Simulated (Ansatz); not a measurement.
# Hf3Ge: energy along a strain

Hf3Ge, I4/mmm, a = 4.130 Å, c = 9.153 Å. The structure is a Materials Project entry; whether it is the stable form wasn't checked. Ansatz: PBEsol, PAW, 420 eV, Γ-centred 16×16×16 mesh on 4 atoms, Gaussian smearing 0.15 eV; no spin polarisation. Cell vectors (Å): -2.065 2.065 4.577; 2.065 -2.065 4.577; 2.065 2.065 -4.577. The cell is strained by x per cent times the pattern (1 1 0 0 0 0) in the order xx yy zz yz xz xy (engineering shears), with fractional coordinates held. y is the free energy over the start, V0 = 19.514 Å³/atom.

```tsv
x (%)	y (meV/atom)
-2.00	?
-1.00	3.80
0.00	0.00
0.50	0.88
1.50	7.86
2.00	13.85
```

Task: Fit y = c1 x + c2 x² + c3 x³ to the other rows, get the stiffness along the pattern, and predict the missing energy.

Result: Least squares on the rows shown. y = −0.057347 x + 3.6584 x² − 0.083770 x³. The clamped-ion stiffness p·C·p = 2 × 36.58 eV × 160.2 / 19.514 Å³ = 601 GPa; c1 is there for the stress left in the start, which by itself gives a slope of -0.06 meV/atom per %. At x = -2.00 the fit asked for gives 15.42 meV/atom. The run gave 15.45 meV/atom, so the fit is 0.03 meV/atom too low, a small miss on the scale of the series. The form still works here, 33 % of the fitted range beyond its end.

Spin–orbit coupling is left out, which can shift energies with elements as heavy as these.

Cost: 6 runs of about 11 core-minutes in all, on Arm Neoverse V1 (shared hosts).